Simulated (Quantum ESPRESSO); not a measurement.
# Ga3MgFO5: convergence and cost over cutoff and k mesh

Simulated, not a measurement. The program is pw.x of Quantum ESPRESSO 7.5 (plane-wave density functional theory). The cell is made up: 10 atoms on a corundum lattice, with randomly drawn elements, strain and displacements, not relaxed. PseudoDojo standard norm-conserving files (v0.5 for PBE, v0.4.1 for LDA and PBEsol) set the functional; there is no spin polarisation, spin-orbit coupling or dispersion term, and the masses in the input are unused placeholders.

Input of the run in row 2:

```
&control calculation='scf', pseudo_dir='./dojo.nc.sr.pbe.v0_5.standard.upf', outdir='./o', disk_io='low', tprnfor=.true., tstress=.true. /
&system ibrav=0, nat=10, ntyp=4, nbnd=49, ecutwfc=84.00895049, nosym=.true., tot_charge=0,
 occupations='smearing', smearing='fd', degauss=0.0018374661
/
&electrons conv_thr=7.350e-09, electron_maxstep=60, /
ATOMIC_SPECIES
F 1.0 F.upf
Ga 1.0 Ga.upf
Mg 1.0 Mg.upf
O 1.0 O.upf
CELL_PARAMETERS angstrom
2.5737 1.4298 4.4798
-2.5477 1.4464 4.4599
0.0275 -3.0014 4.5101
ATOMIC_POSITIONS angstrom
Ga 0.0021 -0.0323 4.7251
Ga -0.0319 -0.0025 1.9993
Ga 0.0418 -0.1159 8.6698
Mg 0.0659 -0.0941 11.4487
F -0.9749 1.4151 7.828
O -0.7323 -1.6744 7.89
O 1.7756 0.0778 7.8719
O 1.0615 -1.4904 5.573
O 0.7977 1.513 5.6063
O -1.7564 -0.1825 5.5805
K_POINTS automatic
5 5 5 1 1 1
```

The same cell was run at these settings. Meshes are shifted by half a step, and differences are from the last row, which is itself not exact.

```
cutoff (eV)     k mesh  k points solved  threshold (eV)  free energy less the last row's (eV)  pressure (GPa)  largest stress difference (GPa)  largest force difference (eV/Å)  iterations  wall time (s)  k-point pools          processor
        800  2 x 2 x 2                4           1e-04                                 4.214          -57.67                            59.49                            0.048           9             15              4  Intel Xeon, older
       1143  5 x 5 x 5               63           1e-07                                 0.003            1.56                             0.03                            0.006          13            220              4  Intel Xeon, older
       1437  7 x 7 x 7              172           1e-07                                 0.000            1.59                             0.00                            0.000          13           1197              4  Intel Xeon, older
```

Each pool is one process. Wall times include start-up and a band step at six k points, which weighs most on the coarsest meshes. The runs were on shared virtual cores whose load varied, so times are rough.